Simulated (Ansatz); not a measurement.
# TiO$_{2}$: a prediction, then the measurements

Theory: DFT PBE+U, scalar-relativistic, plane waves, PAW (Ansatz).

Settings: cutoff 420 eV, Γ-centred mesh 6×6×10 on the computed 6-atom cell, Gaussian smearing of 0.02 eV; U_eff Ti 4.00 eV on the d shells (Löwdin-orthogonalised atomic orbitals); no spin polarisation.

Relaxed structure, symmetry kept:

Space group P4_2/mnm (No. 136). a = 4.640 Å, b = 4.640 Å, c = 3.007 Å, α = 90.00°, β = 90.00°, γ = 90.00°
```tsv
atom	site	symmetry	x	y	z
Ti	2a	m.mm	0.0000	0.0000	0.0000
O	4f	m.2m	0.3057	0.3057	0.0000
```

| Property | Result |
| --- | --- |
| Space group | P4_2/mnm (No. 136) |
| Volume per atom | 10.79 Å³ |
| Kohn–Sham band gap | 2.26 eV, indirect from Γ to M |
| Löwdin character of the top 1 eV of the valence band | O 2p 95 % |
| Löwdin character of the lowest 1 eV of the conduction band | Ti 3d 90 %, O 2p 8 % |
| Electron masses at the edge by Cartesian direction of the standard setting (m_e; degenerate bands sorted by energy; no spin-orbit coupling) | x: 0.95, 0.95; y: 0.95, 0.95; z: 0.91, 0.91 |
| Hole masses at the edge by Cartesian direction of the standard setting (m_e; degenerate bands sorted by energy; no spin-orbit coupling) | x: 2.0; y: 2.0; z: 3.2 |
| Bulk modulus | 200 GPa |
| Its pressure derivative | 5.1 |
| Bader charges (e) | Ti (2 in the cell) 2.41, O (4 in the cell) -1.20 |

A ferromagnetic start lost its moments in a first run, so spin was left out; other magnetic orders weren't tried.

**Measured values to compare with.**

From “Phonon quarticity induced by changes in phonon-tracked hybridization during lattice expansion and its stabilization of rutile TiO2”, 2015, arxiv:1502.04667, for a powder of TiO2 at 300 K: lattice constant a 4.592 Å; lattice constant c 2.958 Å.

“Shallow Valence Band of Rutile GeO2 and P-type Doping”, 2020, arxiv:2011.08928 quotes, for a bulk crystal of TiO2 at 1.6 K: band gap 3.03 eV (direct).

A measured lattice constant a of TiO2 is 4.592 Å (300 K; powder; quoted in the paper above); the calculated 4.640 Å misses it by +1.0 %. 3 values of this kind are on record in papers (4.592 to 4.594 Å); this one was drawn at random among those near their median. Against the measured lattice constant c of TiO2, 2.958 Å (300 K; powder; quoted in the paper above), the calculated 3.007 Å is off by +1.6 %. 2 values of this kind are on record in papers (2.958 to 2.959 Å); this one was drawn at random among those near their median. The calculation is for 0 K without zero-point motion. Against the measured band gap of TiO2, 3.03 eV (direct; 1.6 K; quoted in the paper above), the calculated 2.26 eV is off by -0.77 eV. 3 values of this kind are on record in papers (3.02 to 3.05 eV); this one was drawn at random among those near their median. Kohn–Sham gaps of semilocal functionals fall short of measured ones as a rule.

Cost: 11 runs of about 4 core-minutes in all, on Intel Xeon 6975P-C (Granite Rapids) (shared hosts).